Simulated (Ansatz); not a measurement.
**Profile along the Ru–Ru line in Ru (hcp, Mg type)**

Ru (hcp, Mg type), conventional cell a = 2.7220 Å, b = 2.7220 Å, c = 4.2907 Å, α = 90.00°, β = 90.00°, γ = 120.00°. The calculation uses the primitive cell of 2 atoms, to which meshes and values per cell refer.

Fields along a shortest Ru–Ru line of a (1 -1 0 0) plane (2.72 Å), from Ru to Ru, interpolated on the slice's grid (step about 0.1 Å). Computed with PBE (plane waves to 420 eV, PAW, scalar-relativistic; Ansatz, a quantum-chemistry and plane-wave program). k mesh 20×20×11. These are valence fields of a PAW run, semicore shells included where kept as valence: close to a nucleus they are smooth pseudo fields. Ru is run without spin polarisation. Ru was relaxed with its symmetry unable to fall. The PAW data are Ansatz's earlier set.

```json
[
 {"distance from Ru (Å)": "0.00", "valence electron density (e/Å³)": "12.32", "electron localisation function": "x"},
 {"distance from Ru (Å)": "0.27", "valence electron density (e/Å³)": "10.24", "electron localisation function": "x"},
 {"distance from Ru (Å)": "0.54", "valence electron density (e/Å³)": "5.53", "electron localisation function": "0.60"},
 {"distance from Ru (Å)": "0.82", "valence electron density (e/Å³)": "1.67", "electron localisation function": "0.43"},
 {"distance from Ru (Å)": "1.09", "valence electron density (e/Å³)": "0.53", "electron localisation function": "0.26"},
 {"distance from Ru (Å)": "1.36", "valence electron density (e/Å³)": "0.38", "electron localisation function": "0.30"},
 {"distance from Ru (Å)": "1.63", "valence electron density (e/Å³)": "0.53", "electron localisation function": "0.26"},
 {"distance from Ru (Å)": "1.90", "valence electron density (e/Å³)": "1.67", "electron localisation function": "0.43"},
 {"distance from Ru (Å)": "2.18", "valence electron density (e/Å³)": "5.53", "electron localisation function": "0.60"},
 {"distance from Ru (Å)": "2.45", "valence electron density (e/Å³)": "10.24", "electron localisation function": "x"},
 {"distance from Ru (Å)": "2.72", "valence electron density (e/Å³)": "12.32", "electron localisation function": "x"}
]
```

x: too close to a nucleus for the ELF to mean much.

Density on the Ru–Ru line (2.72 Å) at its midpoint: 0.38 e/Å³. ELF at that point: 0.30.
